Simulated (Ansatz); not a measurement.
Candidates compared on computed values. A metal film that reacts with Ge consumes substrate; on a shallow junction the depth consumed per thickness of contact matters as much as the driving force.

The reference row is NiGe. 8 nm of metal is deposited and fully reacted. All products have no gap at this level.

Computed with Ansatz, a plane-wave PAW program. volume per atom: r²SCAN, relaxed cell; metal volume, Ge volume: r²SCAN, the element in its room-temperature structure; ΔH_f: r²SCAN, 0 K, against the elements in the same set-up, no fitted corrections.

Runs started from generated or typed cells of the structure named: PtGe; NiGe. Not checked to be the ambient phase: PdGe (Pnma, oP8); RhGe (Pnma, oP8). No claim is made that these are known or stable phases: Fe13Ge3 (Pm-3m, cP16). Magnetic states: Fe13Ge3 (Pm-3m, cP16) ferromagnetic, as set for this run. Functionals of the SCAN family are commonly reported to give itinerant 3d magnets too large moments and volumes. Run without spin polarisation: NiGe. Spin–orbit coupling is left out unless named. No other phase of the formula is at hand at the same level beside Fe13Ge3 (Pm-3m, cP16). ΔH_f counts from the lowest computed solid of each element: Fe (Im-3m, ferromagnetic), Ge (Fd-3m), Ni (Fm-3m, ferromagnetic), Pd (Fm-3m), Pt (Fm-3m), Rh (Fm-3m).

Model: Ge consumed = metal thickness × y × V(Ge)/V(metal); product = metal thickness × (1 + y) × V/V(metal); ratio = consumed/product; volume change = product/(metal + consumed) − 1.

| crystal | Ge atoms per metal atom | V (Å³/atom) | V of the metal (Å³/atom) | V of Ge (Å³/atom) | ΔH_f (eV/atom) | Ge consumed (nm) | product thickness (nm) | consumed per nm of product | volume change (%) |
|---|---|---|---|---|---|---|---|---|---|
| Fe13Ge3 (Pm-3m, cP16) | 0.231 | 11.95 | 11.78 | 22.83 | −0.033 | 3.58 | 9.99 | 0.36 | −14 |
| PdGe (Pnma, oP8) | 1.000 | 16.14 | 14.91 | 22.83 | −0.423 | 12.25 | 17.32 | 1.03 | −14 |
| RhGe (Pnma, oP8) | 1.000 | 15.09 | 13.72 | 22.83 | −0.561 | 13.31 | 17.60 | 0.76 | −17 |
| PtGe (Pnma) | 1.000 | 16.41 | 15.29 | 22.83 | −0.475 | 11.95 | 17.17 | 0.70 | −14 |
| NiGe (Pnma), reference | 1.000 | 13.30 | 10.52 | 22.83 | −0.265 | 17.36 | 20.23 | 0.86 | −20 |

Question: One entry in the column «consumed per nm of product» was worked out wrongly. Which, and what should it be?

Answer: The row of PdGe (Pnma, oP8) shows 1.03. From its own inputs, Ge consumed per nm of product: 12.25/17.32 = 0.71. The other rows agree with the rules.

With the correction: In order of Ge consumed per nm of product, lowest first: Fe13Ge3 (Pm-3m, cP16) (0.36 ± 0.011), PtGe (0.70 ± 0.022) ≈ PdGe (Pnma, oP8) (0.71 ± 0.022), RhGe (Pnma, oP8) (0.76 ± 0.024), NiGe (0.86 ± 0.027). The ± follows from allowances picked for this note (volume per atom 1 %, 3 % for the model), carried to first order and added in quadrature; ≈ joins neighbours closer than their two ± added in quadrature. On this figure 4 of 4 candidates do clearly better than the reference.

Which phase forms first is kinetic; barrier heights, resistivities and agglomeration are not treated. Phases over 50 meV/atom above the lowest one at hand were not drawn (by r²SCAN where it compared them, else by the largest value; a layered or molecular lowest phase counts only with a dispersion term); other phases could lie lower still. Rows were sampled with a lean to familiar crystals, related or not, whatever their agreement with measurement; tables with many equal figures were not kept. Limits of the draw: ΔH_f under −0.03 eV/atom; for ΔH_f, runs without a dispersion term, no Mn, and elements whose lowest cell is their usual one. As a rule kept out of such tables: 4f compounds, open-shell compounds run without a Hubbard term, cells found unstable in the tests at hand, cells close to a higher symmetry, and runs set to a pressure or over 12 % in volume from the crystal's fullest run.
